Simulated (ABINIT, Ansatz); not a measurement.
# Ti3Se: the functional in 2 programs

```
Se Ti
1.0
     3.19745    0.00000    0.00000
    -1.59872    2.76907    0.00000
     0.00000    0.00000    7.94275
Se Ti
1 3
Direct
  0.00000 0.00000 0.00000
  0.66667 0.33333 0.50000
  0.33333 0.66667 0.77290
  0.33333 0.66667 0.22710
```

The cell comes from a database or a generator and needn't be the stable form of this composition.

Kept alike: task band structure; k mesh 10 × 10 × 4; occupations fermi-dirac, width 0.05 eV; no spin polarisation. The mesh is that of the run's cell of 4 atoms. No spin-orbit coupling.

- A: ABINIT; JTH PAW LDA v2.0 (LDA); JTH PAW PBE v2.0 (PBE, PBEsol), cutoff 408 eV
- B: Ansatz, all-electron LAPW, scalar-relativistic

| functional | A: pressure (GPa) | B: pressure (GPa) |
| --- | --- | --- |
| LDA | -7.64 | -7.96 |
| PBE | 0.38 | 0.13 |
| PBEsol | -4.13 | -4.46 |

Pressure is positive in compression; plane-wave values hold the error of the finite cutoff. Values on potentials made for another functional: A at PBEsol. For a metal such a mesh leaves the last digits unconverged.

Q: How large is the effect of the functional, and do the programs agree on it?

A: From LDA to PBE the pressure moves by +8.02 in A, +8.09 in B (GPa). Row by row the programs differ by 0.25 to 0.33, and over this span the shifts, as printed, agree within about 1 %. Shifts from LDA: PBE +8.02, +8.09; PBEsol +3.51, +3.50; the programs' shifts differ by up to 0.07.
